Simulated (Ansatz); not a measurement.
AlInSb2:
```
CELL_PARAMETERS angstrom
      2.23994     1.29323     7.31276
     -2.23994     1.29323     7.31276
      0.00000    -2.58646     7.31276
ATOMIC_POSITIONS crystal
  Al 0.99951 0.99951 0.99951
  In 0.50065 0.50065 0.50065
  Sb 0.12071 0.12071 0.12071
  Sb 0.62914 0.62914 0.62914
```

Relaxed with PBEsol. Independent-particle spectrum: no excitons, no local fields, no scissors shift; 0.1 eV broadening; ε₁ of the summed bands alone.

### Question
Tabulate the dielectric function from PBEsol (plane waves, PAW; program Ansatz).

### Answer


```
E (eV)  ε₁ xx  ε₂ xx  ε₁ zz  ε₂ zz
------  -----  -----  -----  -----
0.0     15.56   0.00  15.37   0.00
0.4     16.65   0.48  15.92   0.01
0.8     16.44   1.72  17.28   1.27
1.2     18.38   2.44  18.88   2.21
1.6     24.57   7.16  25.35   5.25
2.0     14.08  15.15  14.95  17.48
2.4     12.07  12.37  12.17  13.97
2.8     15.53  12.54  15.10  14.41
3.2     14.68  24.11  13.42  27.77
3.6     -6.33  27.63  -7.51  20.12
4.0     -7.50  14.60  -6.73  14.21
4.4     -5.67  11.03  -4.62  10.09
4.8     -7.34   9.70  -7.36   9.90
5.2     -6.50   6.34  -6.74   6.59
5.6     -5.50   4.79  -5.57   4.57
6.0     -4.57   3.47  -4.48   3.58
6.4     -3.71   2.81  -3.75   2.73
6.8     -2.96   2.69  -2.94   2.78
7.2     -3.00   2.35  -3.09   2.29
7.6     -2.63   1.82  -2.66   1.71
8.0     -2.32   1.56  -2.31   1.47
8.4     -2.10   1.21  -2.04   1.13
8.8     -1.73   0.98  -1.70   1.02
9.2     -1.52   0.86  -1.51   0.80
9.6     -1.29   0.68  -1.24   0.67
10.0    -1.06   0.54  -1.04   0.56
10.4    -0.84   0.50  -0.83   0.50
10.8    -0.67   0.46  -0.65   0.49
11.2    -0.56   0.46  -0.57   0.46
11.6    -0.46   0.40  -0.46   0.39
12.0    -0.37   0.36  -0.35   0.37
```

### Question
From ε at 2.4 eV (xx: 12.07 + 12.37i), find n, k, the normal reflectivity and the absorption coefficient.

### Answer
n = 3.83, k = 1.614, R = 41 %, α = 2kE/ħc = 390000 cm⁻¹.

With all bands, ε∞ without local fields is 15.7 (xx = yy), 15.5 (zz). DFPT, with local fields, gives 14.9 (xx = yy), 14.7 (zz).

Space group R3m. The workflow started from a Materials Project entry (that database holds measured and hypothetical structures alike); the Crystallography Open Database copy checked does not list it. With Al and In taken as one species the cell has the higher symmetry F-43m, so it may be an ordered model of a mixed-site phase. Whether it is the stable phase at ambient conditions was not checked. The cell was relaxed with PBEsol under the symmetry of its start; of distortions, only those at the zone centre were tested. Scalar-relativistic: spin–orbit coupling is off unless named, which matters more the heavier the elements.

Potentials: the later of the program's two PAW sets.
